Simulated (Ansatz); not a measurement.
Relaxed candidate structures of BiRh:

A. P6₃/mmc (No. 194), hP4, NiAs type; a = 4.1112 Å, b = 4.1112 Å, c = 5.6365 Å, α = 90.00°, β = 90.00°, γ = 120.00°; Bi 2c (0.333, 0.667, 0.250); Rh 2a (0.000, 0.000, 0.000)

B. I4₁/amd, origin choice 1 (No. 141), tI8; a = b = 4.003 Å, c = 9.707 Å, α = β = γ = 90.00°; Bi 4a (0.000, 0.000, 0.000); Rh 4b (0.000, 0.000, 0.500)

Task: Order them by energy per atom (lowest first) at the level PBEsol (plane waves to 420 eV, PAW, scalar-relativistic; Ansatz, a program for electronic structure).

Result: A (reference, the lowest among the structures calculated here), B (+0.31 eV/atom)

Each run could gain symmetry but not lose that of its start, so entries can be saddle points. From databases, or of a type measured for this composition: P6₃/mmc, hP4, NiAs type; the others are generated cells (placed on structure types, drawn at random, substituted or restacked) that were not matched to a known phase here. Static energies at zero pressure. No spin polarisation in the result.
